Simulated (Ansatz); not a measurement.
All numbers below come from DFT PBE, scalar-relativistic, plane waves, PAW in Ansatz 0.2.0. All cells share a 420 eV cutoff and Γ-centred k meshes spaced at most about 0.3 Å⁻¹ (about 0.25 or finer for metals, 2π included). No spin polarisation in the final relaxations.

These are static total energies at zero pressure.

Compare these two cells of AsSe4, each relaxed at this level.

A. Space group I4/m (No. 87), tetragonal, a = 8.741 Å, c = 3.441 Å. Around As lie 8 Se at 2.88 Å; Se is surrounded by 2 Se at 2.57 Å and 2 As at 2.88 Å.

B. Space group I-43m (No. 217), cubic, a = 6.447 Å. As is surrounded by 4 Se at 2.41 Å; around Se lies 1 As at 2.41 Å.

**Question.** Which form is favoured at zero pressure, and by what margin per atom?

**Answer.** A is lower, by 123 meV/atom. A has space group I4/m (No. 87), 26.3 Å³/atom and no gap on its mesh; B has space group I-43m (No. 217), 26.8 Å³/atom and no gap. Counting Se atoms around As (those within 1.25 times the shortest such distance or 1.15 times the sum of covalent radii, 1.27 where that leaves under three; the shortest distance is added where it exceeds 1.18 times the sum of covalent radii), A has As 8 from 2.9 Å and B has As 4. A holds Se–Se chains (shortest 2.57 Å); in B the shortest Se–Se distance is 3.28 Å. Even the lower one lies +0.28 eV/atom against the reference forms of the elements (uncorrected), so neither is stable at this level. Both come from invented guesses.

No dispersion correction is applied, so the spacing and binding between layers, chains or molecules are poorly described (I-43m), and this can change margins and order among such cells. In I4/m, I-43m an odd number of electrons in the primitive cell allows no gap without spin; a larger cell or a magnetic state could open one. A magnetic state wasn't ruled out in cells without spin, among them I4/m, I-43m. Cells relaxed within their symmetry can be saddle points.
